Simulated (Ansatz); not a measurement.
The start is a relaxed WC cell deformed by the Cartesian strain tensor (xx, yy, zz, yz, xz, xy) = (0.077, 0.063, -0.062, -0.006, -0.121, -0.004). Cell shape, volume and atoms are optimised at zero target pressure with r2SCAN (plane waves to 500 eV, PAW, scalar-relativistic; Ansatz, a program for electronic structure).

Ansatz input (later rounds restart from its end on a renewed k-mesh):
Ansatz 0.2 input:
```yaml
crystal:
  lattice:
    - [3.1363972256, -0.010192563, -0.3538275422]
    - [-1.5770256312, 2.6859878815, 0.1630427421]
    - [-0.3446011323, -0.0155992282, 2.660377466]
  atoms:
    - { symbol: W, position: [0, 0, 0] }
    - { symbol: C, position: [0.6666666667, 0.3333333333, 0.5] }
basis: { ecutwfc: 500, ecutrho_ratio: 4, xc_grid: 4, fft_grid_basis: typed }
kpoints: { mp_grid: { grid: [12, 12, 13] } }
hamiltonian:
  xc: r2scan
  dispersion: none
  pseudopotentials: { kind: paw }
scf: { occupations: { method: fermi_dirac, width: 0.05 } }
relax: { f_tol: 0.01, max_steps: 100, cell: { stress_tol: 0.02 } }
output: { forces: true, stress: true }
```

How large is the pressure on the unrelaxed cell, and of which sign?

+4.8 GPa (positive: the cell is compressed).

Which atoms feel the largest initial force, and how large is it?

1.40 eV/Å, on W1, C2 (atoms numbered as listed).

How much energy is released per atom?

0.69 eV/atom.

How does the volume change?

-5.5 %, from 11.02 to 10.42 Å³/atom.

Is the parent structure recovered?

It relaxes back to the parent, P-6m2 (No. 187).

Final structure:

Space group P-6m2 (No. 187); a = 2.9122 Å, b = 2.9122 Å, c = 2.8362 Å, α = 90.00°, β = 90.00°, γ = 120.00°

| atom | site | symmetry | x | y | z |
|---|---|---|---|---|---|
| W | 1a | -6m2 | 0.0000 | 0.0000 | 0.0000 |
| C | 1f | -6m2 | 0.6667 | 0.3333 | 0.5000 |

Final values are on a 18×18×16 k-mesh of the relaxed cell. No spin polarisation in the result.
